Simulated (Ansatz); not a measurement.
SiRu:
```cif
data_Ru4Si4
_chemical_formula_sum 'Ru4 Si4'
_space_group_name_H-M_alt 'P213'
_space_group_IT_number 198
_space_group_name_Hall 'P 2ac 2ab 3'
_cell_length_a 4.68961
_cell_length_b 4.68961
_cell_length_c 4.68961
_cell_angle_alpha 90.000
_cell_angle_beta 90.000
_cell_angle_gamma 90.000
loop_
_atom_site_label
_atom_site_type_symbol
_atom_site_symmetry_multiplicity
_atom_site_Wyckoff_symbol
_atom_site_fract_x
_atom_site_fract_y
_atom_site_fract_z
_atom_site_occupancy
Ru1 Ru 4 a 0.13109 0.13109 0.13109 1
Si1 Si 4 a 0.83825 0.83825 0.83825 1
```

Relaxed with PBEsol.

Problem. Which orbitals make up the states near the band edges in the program Ansatz at the PBEsol level (PAW)?

Solution. Top 1 eV of the valence band: Ru 4d 82 %, Si 3p 11 %. Bottom 1 eV of the conduction band: Ru 4d 80 %, Si 3p 14 %. Projections are on Löwdin-orthogonalised atomic valence shells; empty p or d shells of many metals are not among them.

Problem. Tabulate the density of states.

Solution. States/eV per cell of 8 atoms, in 0.25 eV bins, energy from the valence-band maximum.

```csv
E (eV),total,Ru 4d,Si 3p,Si 3s
-7.85,2.84,1.20,0.21,1.30
-7.60,0.16,0.07,0.01,0.07
-7.35,0.00,0.00,0.00,0.00
-7.10,0.00,0.00,0.00,0.00
-6.85,0.58,0.16,0.31,0.02
-6.60,3.29,1.09,1.63,0.14
-6.35,4.95,2.07,2.23,0.23
-6.10,3.75,1.73,1.47,0.22
-5.85,2.42,1.14,0.92,0.13
-5.60,1.58,0.72,0.63,0.07
-5.35,6.13,3.17,2.25,0.20
-5.10,5.84,3.35,1.96,0.15
-4.85,3.66,2.16,1.21,0.07
-4.60,9.02,5.91,2.60,0.21
-4.35,6.67,4.49,1.85,0.14
-4.10,6.93,5.03,1.49,0.19
-3.85,10.44,8.41,1.52,0.17
-3.60,9.26,7.14,1.67,0.14
-3.35,8.74,6.48,1.76,0.17
-3.10,7.53,5.37,1.62,0.19
-2.85,6.69,4.59,1.54,0.16
-2.60,5.18,3.64,1.12,0.16
-2.35,7.82,5.48,1.63,0.24
-2.10,6.08,4.52,1.25,0.08
-1.85,6.47,5.21,0.94,0.09
-1.60,6.07,5.15,0.61,0.12
-1.35,7.06,6.17,0.58,0.10
-1.10,5.92,5.26,0.42,0.08
-0.85,5.50,4.74,0.47,0.11
-0.60,5.50,4.62,0.53,0.14
-0.35,4.09,3.29,0.49,0.13
-0.10,2.82,2.02,0.54,0.11
0.15,0.89,0.79,0.06,0.02
0.40,5.67,4.84,0.55,0.13
0.65,6.25,4.87,1.02,0.19
0.90,3.11,2.24,0.63,0.13
1.15,0.36,0.25,0.07,0.02
1.40,0.80,0.52,0.19,0.06
1.65,2.77,1.59,0.73,0.31
1.90,4.67,2.36,1.44,0.60
2.15,2.38,1.08,0.81,0.34
2.40,1.65,0.73,0.51,0.32
2.65,2.42,1.05,0.65,0.60
2.90,4.18,1.68,1.19,1.08
3.15,4.72,1.68,1.52,1.13
3.40,5.90,1.86,2.02,1.39
3.65,2.20,0.65,0.88,0.44
3.90,3.42,0.95,1.38,0.54
4.15,5.11,1.24,2.11,0.67
4.40,4.26,0.96,1.93,0.41
4.65,4.77,0.89,2.15,0.44
4.90,4.52,0.76,2.06,0.37
```

Space group P2_13. The cell was relaxed with PBEsol under the symmetry of its start. The run is not spin-polarised. Scalar-relativistic: spin–orbit coupling is off unless named, which matters more the heavier the elements.

Potentials: the later of the program's two PAW sets.
